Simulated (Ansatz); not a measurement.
# Calculated with Ansatz: In2Pd, single run

The input file (Ansatz 0.2.0, plane waves):

```yaml
crystal:
  lattice:
    - [0.0, 3.348679, 0.0]
    - [3.348679, 0.0, 0.0]
    - [1.674339, 1.674339, -6.014386]
  atoms:
    - { symbol: In, position: [0.34, 0.34, 0.32] }
    - { symbol: In, position: [0.66, 0.66, 0.68] }
    - { symbol: Pd, position: [0.0, 0.0, 0.0] }
  symmetry: { tolerance: 0.0003 }
kpoints:
  mp_grid: { grid: [6, 6, 6], shift: [0, 0, 0] }
magnetization:
  spin_polarized: false
scf:
  occupations: { method: fermi_dirac }
  n_extra_bands: 8
hamiltonian:
  pseudopotentials: { kind: paw }
  xc: r2scan
basis:
  ecutwfc: 500
output:
  forces: true
  stress: true
  eigenvalues: true
  write_density: true
  write_potential: true
  elf: true
  volumetric_format: npy
```

Launch command:

```bash
ansatz run input.yaml --threads 1 --pin off --max-ram 2560MiB --backend cpu --events-out ev --progress --plain --runs-dir out
```

Origin of the cell: a known structure type with other elements, at an estimated volume, so it need not be a known compound.

The smearing width isn't typed, so it takes its default of 0.1 eV.

Output (shortened):

```
scf.n_extra_bands = 8 over 22 filled bands (N_el = 44.0): the run solves 30 bands
Pseudopotentials: kind: paw
Pseudopotential: In, paw, valence charge 13, recommended cutoff 500 eV (meta_gga), In.paw.azcp
Pseudopotential: Pd, paw, valence charge 18, recommended cutoff 500 eV (meta_gga), Pd.paw.azcp
Functional definition: r2SCAN
  exchange = r2scan_x(k0 = k0, k1 = k1, a1 = a1)
  correlation = r2scan_c
Crystal: 3 atoms, lattice volume = 67.443 Å³
Basis set: ecut = 500 eV, 1721 PW (Γ), exchange–correlation on 100×100×192 points (64 copies of the dense FFT grid, shifted against one another)
Bands: 30, of which v1, the nominal top of the filled ones, is band 22 counted from 1 (21 counted from 0)
Symmetry: 16 space group operations
[… 8 lines left out …]
Initial density: superposition of atomic densities (neutral atoms: chi_scale 0, normalization atom), corrected by the library's trained network
Functional: x = r2scan, c = r2scan; τ floored in thin density (d = 2e-4 eV/Å³)
SCF iter   1: F=—  HF=-18209.940725 eV  Δρ=1.14e-2  dr2=7.78e-2  dr2_τ=8.64e-3  defer=6
SCF iter   2: F=—  HF=-18209.950788 eV  Δρ=5.50e-3  dr2=8.28e-3  dr2_τ=1.76e-3  defer=43
SCF iter   3: F=—  HF=-18209.950070 eV  Δρ=2.34e-3  dr2=2.53e-3  dr2_τ=1.46e-4  defer=43
SCF iter   4: F=—  HF=-18209.949744 eV  Δρ=3.81e-4  dr2=8.59e-5  dr2_τ=2.94e-6  defer=43
SCF iter   5: F=—  HF=-18209.949807 eV  Δρ=1.74e-4  dr2=2.66e-5  dr2_τ=5.77e-7  defer=43
SCF iter   6: F=—  HF=-18209.949823 eV  Δρ=5.22e-5  dr2=2.67e-6  dr2_τ=6.45e-8  defer=43
SCF iter   7: F=—  HF=-18209.949824 eV  Δρ=1.00e-5  dr2=1.71e-7  dr2_τ=3.69e-9  defer=43
SCF iter   8: F=-18209.949824 eV  HF=-18209.949824 eV  Δρ=4.51e-6  dr2=2.97e-8  dr2_τ=5.02e-10
SCF 1 converged in 8 iterations: F = -18209.949824 eV  dr2 = 2.97e-8
SCF converged after 8 iterations
Free energy (F): -18209.949824 eV
Harris-Foulkes:  -18209.949824 eV  (|F-HF|=2.87e-10)
Internal energy: -18209.900809 eV  (E = F + TS)
E sigma→0 (E₀):  -18209.925317 eV
Entropy (-TS):   -0.049015 eV (-16.338 meV/atom)
Fermi energy:    12.071278 eV
--- Per-component energies (eV) ---
  E_band       = -299.684862
  E_kinetic    = 997.612011
  E_local      = -4509.628102  (includes V_loc(G=0)·N_el)
  E_nonlocal   = 953.048360
  E_hartree    = 1820.862277
  E_xc         = -560.955181
  E_vxc        = -444.593853  (∫ρ·V_xc dr)
  E_paw        = -12138.961687  (= ΣΔE_a)
  E_vpaw       = -970.159714  (= ΣTr[D̂ρ^β])
  E_aug_tail   = 0.000125  (compensation charges beyond the density's cutoff)
  E_vtau       = 32.311694  (kinetic-family band-sum trace: ∫τ·v_τ [+ j·A + Jᵃ·Aᵃ] dr)
  E_ewald      = -4773.357619
  E_core_change = 1.479005  (= ΣΔE_core)
  E_smearing   = -0.049015  (= −TS)
  Σ components = -18209.949824   (vs F -18209.949824, Δ=0.00e0)
--- Forces (eV/Å), atoms counted from 1 ---
  atom   1  In     0.000000     0.000000     1.041637
  atom   2  In    -0.000000    -0.000000    -1.041637
  atom   3  Pd    -0.000000    -0.000000     0.000000
  max |Σ_I F_I| component: 0.0 eV/Å
--- Stress (GPa, compression-positive) ---
       -7.003850       0.000000      -0.000000
        0.000000      -7.003850      -0.000000
       -0.000000      -0.000000      -7.781438
  P = ⅓ Tr σ = -7.2630 GPa (-72.630 kbar)
```

Caveats: the k mesh is coarse if the cell is a metal.

It ran for 13 s of wall time on 1 CPU thread(s) of a shared host, from the program's own first density.
